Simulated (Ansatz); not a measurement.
ZrSeS:
```cif
data_SSeZr
_chemical_formula_sum 'Zr1 Se1 S1'
_space_group_name_H-M_alt 'P 1'
_space_group_IT_number 1
_cell_length_a 3.73802
_cell_length_b 3.73802
_cell_length_c 6.10564
_cell_angle_alpha 90.000
_cell_angle_beta 90.000
_cell_angle_gamma 120.000
loop_
_space_group_symop_operation_xyz
  'x, y, z'
loop_
_atom_site_label
_atom_site_type_symbol
_atom_site_fract_x
_atom_site_fract_y
_atom_site_fract_z
_atom_site_occupancy
Zr1 Zr 0.00000 0.00000 0.01273 1
Se1 Se 0.66667 0.33333 0.74804 1
S1 S 0.33333 0.66667 0.23923 1
```

Relaxed with r²SCAN+D4.

Question: Which orbitals make up the states near the band edges in r²SCAN+D4 (plane waves, PAW; program Ansatz)?

Answer: Top 1 eV of the valence band: Se 4p 56 %, S 3p 32 %, Zr 4d 9 %. Bottom 1 eV of the conduction band: Zr 4d 78 %, S 3p 9 %, Se 4p 8 %. Projections are on Löwdin-orthogonalised atomic valence shells; empty p or d shells of many metals are not among them.

Question: Tabulate the density of states.

Answer: States/eV per cell of 3 atoms, in 0.25 eV bins, energy from the valence-band maximum.

```csv
E (eV),total,Zr 4d,S 3p,Se 4p
-7.85,0.00,0.00,0.00,0.00
-7.60,0.00,0.00,0.00,0.00
-7.35,0.00,0.00,0.00,0.00
-7.10,0.00,0.00,0.00,0.00
-6.85,0.00,0.00,0.00,0.00
-6.60,0.00,0.00,0.00,0.00
-6.35,0.00,0.00,0.00,0.00
-6.10,0.00,0.00,0.00,0.00
-5.85,0.00,0.00,0.00,0.00
-5.60,0.00,0.00,0.00,0.00
-5.35,0.00,0.00,0.00,0.00
-5.10,0.00,0.00,0.00,0.00
-4.85,0.00,0.00,0.00,0.00
-4.60,0.66,0.15,0.27,0.16
-4.35,1.65,0.36,0.71,0.38
-4.10,3.18,0.68,1.54,0.64
-3.85,2.28,0.53,1.12,0.47
-3.60,3.34,0.59,1.22,1.32
-3.35,4.19,0.87,1.84,1.12
-3.10,1.68,0.44,0.71,0.45
-2.85,7.01,2.10,3.56,1.11
-2.60,2.18,0.47,0.99,0.61
-2.35,3.66,0.78,1.22,1.47
-2.10,2.46,0.50,0.66,1.16
-1.85,1.82,0.29,0.43,1.00
-1.60,2.74,0.32,0.72,1.57
-1.35,3.37,0.38,0.89,1.96
-1.10,3.20,0.36,0.90,1.83
-0.85,2.09,0.20,0.65,1.17
-0.60,1.35,0.13,0.43,0.75
-0.35,0.86,0.06,0.28,0.49
-0.10,0.28,0.01,0.10,0.16
0.15,0.00,0.00,0.00,0.00
0.40,0.00,0.00,0.00,0.00
0.65,0.00,0.00,0.00,0.00
0.90,0.02,0.02,0.00,0.00
1.15,0.92,0.69,0.11,0.06
1.40,1.63,1.22,0.18,0.13
1.65,2.92,2.33,0.22,0.22
1.90,2.21,1.75,0.17,0.20
2.15,1.39,1.12,0.09,0.12
2.40,1.16,0.86,0.12,0.15
2.65,2.06,1.52,0.20,0.27
2.90,3.22,2.50,0.25,0.35
3.15,3.25,2.72,0.17,0.26
3.40,5.21,4.34,0.24,0.39
3.65,0.00,0.00,0.00,0.00
3.90,0.00,0.00,0.00,0.00
4.15,0.00,0.00,0.00,0.00
4.40,1.65,0.94,0.27,0.19
4.65,3.42,1.89,0.57,0.48
4.90,3.83,2.06,0.67,0.64
5.15,2.14,1.16,0.36,0.37
5.40,1.48,0.80,0.21,0.23
5.65,2.43,1.21,0.28,0.36
```

Space group P3m1. The workflow started from a Materials Project entry (that database holds measured and hypothetical structures alike); the Crystallography Open Database copy checked does not list it. With Se and S taken as one species the cell has the higher symmetry P-3m1, so it may be an ordered model of a mixed-site phase. Whether it is the stable phase at ambient conditions was not checked. Symmetry was held in the r²SCAN+D4 relaxation; its stability against distortions is not shown here. The run is not spin-polarised. Spin–orbit coupling is left out wherever it is not named.

Potentials: the later of the program's two PAW sets.
